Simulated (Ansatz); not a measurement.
Sn:
```cif
data_Sn8
_chemical_formula_sum 'Sn8'
_space_group_name_H-M_alt 'Fd-3m :1'
_space_group_IT_number 227
_space_group_name_Hall 'F 4d 2 3 -1d'
_cell_length_a 6.54124
_cell_length_b 6.54124
_cell_length_c 6.54124
_cell_angle_alpha 90.000
_cell_angle_beta 90.000
_cell_angle_gamma 90.000
loop_
_atom_site_label
_atom_site_type_symbol
_atom_site_symmetry_multiplicity
_atom_site_Wyckoff_symbol
_atom_site_fract_x
_atom_site_fract_y
_atom_site_fract_z
_atom_site_occupancy
Sn1 Sn 8 a 0.00000 0.00000 0.00000 1
```
(The calculation used a cell of 2 atoms; values per cell refer to that cell.)

Relaxed with PBEsol.

### Question
Decompose the optical modes at the zone centre into irreducible representations, and say which are infrared and Raman allowed.

### Answer
Point group m-3m: Γ_opt = T2g. Infrared: none. Raman: T2g.

### Question
Assign frequencies (DFPT, plane-wave PAW PBEsol (Ansatz code)).

### Answer
T2g 181 cm⁻¹.

This is a known low-temperature phase of the composition, computed here at zero pressure and temperature. The PBEsol relaxation kept the symmetry of its start; whether a distortion lowers the energy is not shown. As this level gives no gap, phonon frequencies hold no LO–TO term and depend on the k-mesh and smearing (Fermi–Dirac, 0.1 eV here). Scalar-relativistic: spin–orbit coupling is off unless named, which matters more the heavier the elements.

Potentials: the earlier of the program's two PAW sets. The files were generated under PBE; for other functionals the program regenerates the frozen cores, and for LDA and PBEsol the local potential too.
